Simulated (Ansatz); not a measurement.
A: MgO (rock salt), a = b = c = 4.254 Å, α = β = γ = 90.00°
B: Cu2O (cuprite type, space group Pn-3m), a = 4.299 Å, b = 4.299 Å, c = 4.299 Å, α = 90.00°, β = 90.00°, γ = 90.00°
C: CdO (rock salt), a = 4.7683 Å, b = 4.7683 Å, c = 4.7683 Å, α = 90.00°, β = 90.00°, γ = 90.00°
D: HfN (rock salt), a = b = c = 4.548 Å, α = β = γ = 90.00°

Scan: energy over volume and axial ratio (atoms clamped). One method and one kind of scan serve all of them; meshes and ranges differ. All were relaxed with their symmetry unable to fall. Cu2O is run without spin polarisation. HfN is run without spin polarisation. Spin-orbit coupling is left out. The PAW data are Ansatz's earlier set.

Q: Put the candidates in order of shear modulus C′ = (C11 − C12)/2 (fitted), highest first, for PBE (plane waves to 420 eV, PAW, scalar-relativistic; Ansatz, a first-principles code).

A: D (221 GPa), A (88 GPa), C (40 GPa), B (10 GPa)

(Under strain, the slope of the energy per volume gives the stress and its curvature an elastic modulus.)
